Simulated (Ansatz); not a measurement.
## BP: computed property card

BP:
Space group P6₃mc (No. 186); a = b = 3.1829 Å, c = 5.2753 Å, α = β = 90.00°, γ = 120.00°

| atom | site | symmetry | x | y | z |
|---|---|---|---|---|---|
| B | 2b | 3m. | 0.3333 | 0.6667 | 0.0003 |
| P | 2b | 3m. | 0.3333 | 0.6667 | 0.3747 |

Space group P6_3mc (No. 186), wurtzite; conventional cell a = 3.183 Å, b = 3.183 Å, c = 5.275 Å, α = 90.00°, β = 90.00°, γ = 120.00°.

Method: the program Ansatz at the HSE06 level (PAW). Geometry: relaxed at this level of theory. Other levels are named where they apply.

Cell and energy:

```json
{
  "volume_per_atom": "11.57 Å³",
  "density": "3.00 g/cm³"
}
```

Electronic structure:

```json
{
  "band_gap": "1.68 eV (indirect)",
  "valence_band_maximum": "at Γ",
  "conduction_band_minimum": "at K (2 equivalent valleys)",
  "smallest_direct_gap_on_the_standard_path": "3.62 eV"
}
```

Mechanics:

```json
{
 "Bulk modulus (Birch–Murnaghan fit)": "175 GPa",
 "Pressure derivative B′": "3.7"
}
```

Charges:

```json
{
  "bader_charges": "B +0.65, P -0.65 e"
}
```

The workflow started from a Materials Project entry (that database holds measured and hypothetical structures alike); the Crystallography Open Database copy checked does not list it. It is not the phase usual at ambient conditions (space group No. 216). The cell was relaxed with HSE06 under the symmetry of its start; its stability against distortions is not shown here. The hybrid was solved on a coarse mesh, the path and, where they were found, the r²SCAN edge points; its band edges are the extreme levels among these.

Potentials: the earlier of the program's two PAW sets. The files were generated under PBE; for other functionals the program regenerates the frozen cores, and for LDA and PBEsol the local potential too.
